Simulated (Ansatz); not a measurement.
Here is the system:

SiGe:
```cif
data_GeSi
_chemical_formula_sum 'Ge1 Si1'
_space_group_name_H-M_alt 'P 1'
_space_group_IT_number 1
_cell_length_a 3.19729
_cell_length_b 3.19729
_cell_length_c 3.19729
_cell_angle_alpha 90.000
_cell_angle_beta 90.000
_cell_angle_gamma 90.000
loop_
_space_group_symop_operation_xyz
  'x, y, z'
loop_
_atom_site_label
_atom_site_type_symbol
_atom_site_fract_x
_atom_site_fract_y
_atom_site_fract_z
_atom_site_occupancy
Ge1 Ge 0.00000 0.00000 0.00000 1
Si1 Si 0.50000 0.50000 0.50000 1
```

This is the PBEsol-relaxed structure.

Q: All from PBEsol in the plane-wave PAW code Ansatz, unless another level is named. Estimate the bulk modulus (Birch–Murnaghan fit).

A: 85.1 GPa.

Q: Next, the highest zone-centre frequency?

A: 147 cm^-1.

Space group Pm-3m (CsCl type). A made-up cell: these elements were put on the sites of a structure type; neither database checked (COD, Materials Project) lists it. Its standing as an ambient phase is unchecked. The cell was relaxed with PBEsol under the symmetry of its start. At this level the phase is mechanically unstable. As this level gives no gap, phonon frequencies hold no LO–TO term and depend on the k-mesh and smearing (Fermi–Dirac, 0.1 eV here). On the denser mesh and wider smearing of the elastic run this cell carries a stress of 0.3 GPa.

Potentials: the earlier of the program's two PAW sets. The files were generated under PBE; for other functionals the program regenerates the frozen cores, and for LDA and PBEsol the local potential too.
